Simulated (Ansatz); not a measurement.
The relaxed structure here is a generated cell of La: the first start was made by placing the elements on the sites of a structure type, and the end was not matched to a known phase here, so it may be hypothetical. Known forms of La include space group No. 194.

A relaxed structure of La. The numbers are results of PBE (plane waves to 420 eV, PAW, scalar-relativistic; Ansatz, a quantum-chemistry and plane-wave program), not measurements.

```cif
data_La
_chemical_formula_sum 'La1'
_space_group_name_H-M_alt 'P 1'
_space_group_IT_number 1
_cell_length_a 3.50217
_cell_length_b 3.50217
_cell_length_c 3.47370
_cell_angle_alpha 90.000
_cell_angle_beta 90.000
_cell_angle_gamma 120.000
loop_
_space_group_symop_operation_xyz
  'x, y, z'
loop_
_atom_site_label
_atom_site_type_symbol
_atom_site_fract_x
_atom_site_fract_y
_atom_site_fract_z
_atom_site_occupancy
La1 La 0.00000 0.00000 0.00000 1
```

**Question.** Find the space group and the Wyckoff positions (tolerance 0.01 Å).

**Answer.** Space group P6/mmm (No. 191); a = 3.5022 Å, b = 3.5022 Å, c = 3.4737 Å, α = 90.00°, β = 90.00°, γ = 120.00°

| atom | site | symmetry | x | y | z |
|---|---|---|---|---|---|
| La | 1a | 6/mmm | 0.0000 | 0.0000 | 0.0000 |

This is the AFLOW prototype A_hP1_191_a (A_f, as in Sn).

**Question.** Give the shortest distances between elements (the closest pairs, up to four, under 3.6 Å).

**Answer.** La–La 3.47 Å.

```yaml
volume_per_atom: 36.90 Å³
density: 6.25 g/cm³
band_gap: zero (metallic)
```

No spin polarisation in the result.

The run could not lose the symmetry of its start: the end is stationary, and may be a saddle point rather than a minimum.

It was reached from a disturbed copy of a Pm-3m (No. 221) cell (simple cubic type), against which it lies -0.23 eV/atom.
